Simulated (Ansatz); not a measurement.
**Cu under strain**

These are results of DFT r2SCAN, scalar-relativistic, plane waves, PAW in Ansatz 0.2.0, not measurements. Run with 500 eV cutoff, 24×24×12 k-mesh, Gaussian smearing of 0.10 eV, no spin polarisation.

Starting point, cell and atoms relaxed:

```
Cu
1.0
     2.53050    0.00000    0.00000
    -1.26525    2.19148    0.00000
     0.00000    0.00000    4.12986
Cu
2
Direct
  0.33333 0.66667 0.25000
  0.66667 0.33333 0.75000
```

Deformation: all cell vectors scaled alike, the atoms relaxed, all within the symmetry that the strain leaves. Energies are extrapolated to zero smearing. On this cell's mesh the reference holds a stress of up to 0.52 GPa.

| strain (%) | ΔE (meV/atom) | a (Å) | b (Å) | c (Å) |
| --- | --- | --- | --- | --- |
| -6.0 | 240.8 | 2.379 | 2.379 | 3.882 |
| -4.0 | 98.3 | 2.429 | 2.429 | 3.965 |
| -2.0 | 22.6 | 2.480 | 2.480 | 4.047 |
| +0.0 | 0.0 | 2.530 | 2.530 | 4.130 |
| +2.0 | 19.3 | 2.581 | 2.581 | 4.212 |
| +4.0 | 71.2 | 2.632 | 2.632 | 4.295 |
| +6.0 | 148.1 | 2.682 | 2.682 | 4.378 |

What stiffness (1/V) d²E/dε² at zero strain does a cubic fit over all points give?

A cubic fit gives (1/V) d²E/dε² = 1515 GPa at zero strain (nine times the bulk modulus at fixed shape).

This form isn't the element's structure at ambient conditions.

Cost: 7 runs of about 2.6 core-minutes in all, on Arm Neoverse V2 (shared hosts).